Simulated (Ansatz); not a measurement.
TiC (rock salt)

```
CELL_PARAMETERS angstrom
      0.00000     2.16425     2.16425
      2.16425     0.00000     2.16425
      2.16425     2.16425     0.00000
ATOMIC_POSITIONS crystal
  C  0.00000 0.00000 0.00000
  Ti 0.50000 0.50000 0.50000
```

The numbers are results of r2SCAN (plane waves to 500 eV, PAW, scalar-relativistic; Ansatz, a quantum-chemistry and plane-wave program), not measurements. Harmonic phonons by density-functional perturbation theory on a 18×18×18 k mesh, in cm⁻¹ and rounded to 5; i marks imaginary ones, q is in fractions of the reciprocal vectors of the cell shown, and the three acoustic modes at Γ are left out. The PAW data are Ansatz's earlier set. TiC is run without spin polarisation. TiC was relaxed with its symmetry unable to fall.

Is the structure dynamically stable at Γ, L = (0.5, 0.0, 0.0), X = (0.5, 0.5, 0.0)?

No imaginary mode at these points (lowest 255 cm⁻¹ at L = (0.5, 0.0, 0.0)); other wave vectors were not tested.

Predict the phonon wavenumbers at Γ, L = (0.5, 0.0, 0.0), X = (0.5, 0.5, 0.0).


| q | wavenumbers (cm⁻¹) |
|---|---|
| Γ | 505 (×3) |
| L = (0.5, 0.0, 0.0) | 255 (×2), 465, 575 (×2), 740 |
| X = (0.5, 0.5, 0.0) | 290 (×2), 360, 515 (×2), 610 |
